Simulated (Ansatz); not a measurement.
The relaxed structure here is a generated cell of CsHgI3: the first start was made by placing the elements on the sites of a structure type, and the end was not matched to a known phase here, so it may be hypothetical.

Relaxation of a generated cell, CsHgI3 built in the GdFeO3 structure type; 20 atoms in the cell, which starts as Pnma (No. 62), oP20; a = 8.408 Å, b = 11.864 Å, c = 8.380 Å, α = 90.00°, β = 90.00°, γ = 90.00°. Level of theory: r2SCAN (plane waves to 500 eV, PAW, scalar-relativistic; Ansatz, a quantum-chemistry and plane-wave program). Γ-centred k-mesh 3×2×3 on the run's cell (coarser than for final values), Fermi–Dirac smearing 0.05 eV. This is the first round of the run. 

The optimiser's lines from the output (shortened; P is positive under compression):

```
relax step   1: F+E_penalty+E_count = -168408.82806338 eV  Δ(F+E_penalty+E_count) = +0.000e0 eV  max|allowed force component| = 3.170e-1 eV/Å  Δτ_max = 0.0000 Å  P = +0.882 GPa  Ω = 835.891 Å³  (7 SCF iters, dr2 threshold 1.00e-7 eV, accepted)
relax step   2: F+E_penalty+E_count = -168409.24234658 eV  Δ(F+E_penalty+E_count) = -4.143e-1 eV  max|allowed force component| = 9.635e-2 eV/Å  Δτ_max = 0.1662 Å  P = +0.067 GPa  Ω = 861.340 Å³  (7 SCF iters, dr2 threshold 2.00e-6 eV, accepted)
relax step   3: F+E_penalty+E_count = -168409.33623763 eV  Δ(F+E_penalty+E_count) = -9.389e-2 eV  max|allowed force component| = 7.940e-2 eV/Å  Δτ_max = 0.2000 Å  P = +0.112 GPa  Ω = 864.132 Å³  (7 SCF iters, dr2 threshold 5.80e-7 eV, accepted)
relax step   4: F+E_penalty+E_count = -168409.37487985 eV  Δ(F+E_penalty+E_count) = -3.864e-2 eV  max|allowed force component| = 1.084e-1 eV/Å  Δτ_max = 0.0367 Å  P = +0.006 GPa  Ω = 869.453 Å³  (6 SCF iters, dr2 threshold 3.94e-7 eV, accepted)
relax step   5: F+E_penalty+E_count = -168409.59176027 eV  Δ(F+E_penalty+E_count) = -2.169e-1 eV  max|allowed force component| = 1.999e-1 eV/Å  Δτ_max = 0.1607 Å  P = -0.482 GPa  Ω = 909.278 Å³  (8 SCF iters, dr2 threshold 7.34e-7 eV, accepted)
relax step   6: F+E_penalty+E_count = -168409.49614481 eV  Δ(F+E_penalty+E_count) = +9.562e-2 eV  max|allowed force component| = 5.166e-1 eV/Å  Δτ_max = 0.1938 Å  P = +0.932 GPa  Ω = 920.223 Å³  (7 SCF iters, dr2 threshold 2.00e-6 eV, rejected (line search))
relax step   7: F+E_penalty+E_count = -168409.60933449 eV  Δ(F+E_penalty+E_count) = -1.757e-2 eV  max|allowed force component| = 5.299e-2 eV/Å  Δτ_max = 0.0780 Å  P = +0.435 GPa  Ω = 874.962 Å³  (12 SCF iters, accepted)
relax step   8: F+E_penalty+E_count = -168409.70995584 eV  Δ(F+E_penalty+E_count) = -1.006e-1 eV  max|allowed force component| = 3.830e-2 eV/Å  Δτ_max = 0.0743 Å  P = +0.111 GPa  Ω = 901.865 Å³  (7 SCF iters, dr2 threshold 8.55e-7 eV, accepted)
relax step   9: F+E_penalty+E_count = -168409.76949522 eV  Δ(F+E_penalty+E_count) = -5.954e-2 eV  max|allowed force component| = 3.277e-2 eV/Å  Δτ_max = 0.1500 Å  P = -0.117 GPa  Ω = 924.525 Å³  (8 SCF iters, dr2 threshold 9.41e-8 eV, accepted)
relax step  10: F+E_penalty+E_count = -168409.69785114 eV  Δ(F+E_penalty+E_count) = +7.164e-2 eV  max|allowed force component| = 2.977e-1 eV/Å  Δτ_max = 0.1931 Å  P = +0.505 GPa  Ω = 935.974 Å³  (8 SCF iters, dr2 threshold 1.28e-7 eV, rejected (line search))
relax step  11: F+E_penalty+E_count = -168409.79041112 eV  Δ(F+E_penalty+E_count) = -2.092e-2 eV  max|allowed force component| = 2.464e-2 eV/Å  Δτ_max = 0.0939 Å  P = -0.079 GPa  Ω = 927.346 Å³  (11 SCF iters, accepted)
relax step  12: F+E_penalty+E_count = -168409.79858198 eV  Δ(F+E_penalty+E_count) = -8.171e-3 eV  max|allowed force component| = 3.529e-3 eV/Å  Δτ_max = 0.0946 Å  P = +0.008 GPa  Ω = 926.873 Å³  (7 SCF iters, dr2 threshold 6.53e-8 eV, accepted)
relax step  13: F+E_penalty+E_count = -168409.79854545 eV  Δ(F+E_penalty+E_count) = +3.653e-5 eV  max|allowed force component| = 1.020e-2 eV/Å  Δτ_max = 0.0192 Å  P = -0.015 GPa  Ω = 928.731 Å³  (8 SCF iters, dr2 threshold 1.59e-9 eV, accepted)
relax step  14: F+E_penalty+E_count = -168409.79876304 eV  Δ(F+E_penalty+E_count) = -2.176e-4 eV  max|allowed force component| = 5.323e-3 eV/Å  Δτ_max = 0.0115 Å  P = +0.013 GPa  Ω = 928.606 Å³  (7 SCF iters, dr2 threshold 6.51e-9 eV, accepted)
relax step  15: F+E_penalty+E_count = -168409.79864071 eV  Δ(F+E_penalty+E_count) = +1.223e-4 eV  max|allowed force component| = 2.322e-3 eV/Å  Δτ_max = 0.0064 Å  P = -0.006 GPa  Ω = 930.072 Å³  (7 SCF iters, dr2 threshold 1.30e-9 eV, accepted)
relax step  16: F+E_penalty+E_count = -168409.79879532 eV  Δ(F+E_penalty+E_count) = -1.546e-4 eV  max|allowed force component| = 7.111e-4 eV/Å  Δτ_max = 0.0039 Å  P = -0.001 GPa  Ω = 929.254 Å³  (8 SCF iters, accepted)
relax step  17: F+E_penalty+E_count = -168409.81811059 eV  Δ(F+E_penalty+E_count) = -1.932e-2 eV  max|allowed force component| = 7.259e-4 eV/Å  Δτ_max = 0.0000 Å  P = +0.004 GPa  Ω = 929.254 Å³  stress off target by 9.88e-3 GPa  SCF on the basis re-selected at this cell (its energy is not comparable with the rows above)  (9 SCF iters)
```

From the first to the last row the energy changes by -0.05 eV/atom and the volume by +11.2 %. The last row is marked as not comparable with the walk above it, whose basis was carried along; it does compare with step 1, since both stand on a basis selected at the nominal cutoff for their own cell.

Steps 6, 10 were rejected by the optimiser.

Later rounds, restarted from the end of this one on a renewed k-mesh, logged 11 more steps and released under 1 meV/atom more. The final structure after all rounds: Pnma (No. 62), oP20, AFLOW prototype AB3C_oP20_62_c_cd_a (as in CaTiO3); a = 7.9310 Å, b = 13.1103 Å, c = 8.9466 Å, α = β = γ = 90.00°. Between re-selections the logged energies stand on a plane-wave basis carried along with the cell. No spin polarisation in the result.

The run could not lose the symmetry of its start, so the end can be a saddle point.
